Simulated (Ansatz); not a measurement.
## Computed generalised stacking-fault energy along a line: NaI (rock salt)

Generalised stacking fault of NaI (rock salt) on the {110} plane. The cell below holds the perfect crystal with the plane normal along z; tilting its third vector by the shift puts one fault into each cell, between planes 2.31 Å apart, at fixed cell height.

```
CELL_PARAMETERS angstrom
      4.61673     0.00000     0.00000
      0.00000     6.52904     0.00000
      2.30836     3.26452     6.92509
ATOMIC_POSITIONS crystal
  I  0.00000 0.00000 0.83333
  I  0.33333 0.33333 0.16667
  I  0.66667 0.66667 0.50000
  Na 0.00000 0.50000 0.83333
  Na 0.33333 0.83333 0.16667
  Na 0.66667 0.16667 0.50000
```

In-plane vectors a = (4.617, 0.000) Å, b = (0.000, 6.529) Å, area 30.14 Å². The shift is s times the vector a + b (length 7.996 Å), so s = 1 restores the start. The shift is rigid: no atom relaxes. γ = [E(shift) − E(0)] / area.

Level of theory: PBE (plane waves to 420 eV, PAW, scalar-relativistic; Ansatz, an electronic-structure program). k mesh 6×6×6 (Γ-centred), Fermi-Dirac smearing 0.05 eV. Energies are extrapolated to zero smearing. Compression counts positive. As the smearing reaches across the gap at some points, the k mesh leaves noise in γ, roughly 0.02 J/m² as judged from a few cases. Faults lie only 6.9 Å apart, and holding the cell height and the atoms raises γ above its relaxed value. Left out: 3 of 12 points, with atoms too close for the PAW data. NaI was relaxed with its symmetry unable to fall. Spin-orbit coupling is left out, though I is heavy. The zero of γ is zero shift.

| shift (Å) | γ (J/m²) | σ normal to the fault (GPa) |
|---|---|---|
| 0.000 | 0.00 | 0.0 |
| 0.666 | 0.08 | 0.3 |
| 1.333 | 0.33 | 1.3 |
| 1.999 | 0.90 | 3.9 |
| 2.665 | 2.14 | 11.4 |
| 5.331 | 2.14 | 11.4 |
| 5.997 | 0.90 | 3.9 |
| 6.664 | 0.33 | 1.3 |
| 7.330 | 0.08 | 0.3 |

(The slope of γ gives the shear force per area between the displaced halves; near zero shift its curvature is an elastic stiffness.)
